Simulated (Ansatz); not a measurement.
Mo2C (space group Pbcn)

```xyz
12
Lattice="4.6798 0.0000 0.0000 0.0000 5.9790 0.0000 0.0000 0.0000 5.1500" Properties=species:S:1:pos:R:3 pbc="T T T"
Mo     1.1489     5.2470     0.4102
Mo     3.5309     0.7321     4.7398
Mo     1.1910     3.7216     2.9852
Mo     3.4889     2.2575     2.1648
Mo     3.4889     3.7216     4.7398
Mo     1.1910     2.2575     0.4102
Mo     3.5309     5.2470     2.1648
Mo     1.1489     0.7321     2.9852
C      2.3399     5.2454     3.8625
C      2.3399     0.7337     1.2875
C      0.0000     3.7232     1.2875
C      0.0000     2.2558     3.8625
```

A phonon eigenvector at Γ is frozen into this cell: atom i moves by Q times the vector below, so Q is the largest atomic displacement, in Å. The cell is held.

```tsv
atom	x	y	z
Mo1	-0.008	0.002	0.035
Mo2	0.008	-0.002	-0.035
Mo3	-0.008	0.002	-0.035
Mo4	0.008	-0.002	0.035
Mo5	0.008	0.002	0.035
Mo6	-0.008	-0.002	-0.035
Mo7	0.008	0.002	-0.035
Mo8	-0.008	-0.002	0.035
C9	0.000	1.000	0.000
C10	0.000	-1.000	0.000
C11	0.000	1.000	0.000
C12	0.000	-1.000	0.000
```

All values below come from LDA (plane waves to 420 eV, PAW, scalar-relativistic; Ansatz, a quantum-chemistry and plane-wave program). k mesh 8×7×7 (Γ-centred), Fermi-Dirac smearing 0.05 eV. The energy includes the smearing's −TS. With partly filled bands, energies and forces of such displacements shift with the k mesh and the smearing. Mo2C is run without spin polarisation. Mo2C was relaxed with its symmetry unable to fall. The zero of ΔE is the undisplaced structure. The last digit holds for this mesh only.

| Q (Å) | ΔE (meV/cell) |
|---|---|
| -0.2800 | 3463.2 |
| -0.2333 | 2417.7 |
| -0.1867 | 1554.4 |
| -0.1400 | withheld |
| -0.0933 | 391.2 |
| -0.0467 | 98.0 |
| 0.0000 | 0.0 |
| 0.0467 | 98.0 |
| 0.0933 | 391.2 |
| 0.1400 | withheld |
| 0.1867 | 1554.4 |
| 0.2333 | 2417.7 |
| 0.2800 | 3463.2 |

Task: Fit an even polynomial form (powers 2, 4, 6) to the given rows and predict ΔE at Q = -0.1400.

Result: Least squares on the 11 given rows: ΔE = (44960)·Q² + (-10200)·Q⁴ + (1912)·Q⁶, in meV/cell with Q in Å; root-mean-square residual 0.38 meV/cell. At -0.1400 the fit gives 877.3 meV/cell; the calculation gives 877.5 meV/cell, so the interpolation is off by -0.2 (-0.0 %). The quadratic term alone would give 881.2 meV/cell.

(A displaced cell: forces are minus the slopes of the energy, force constants its curvatures, and phonons follow from these.)
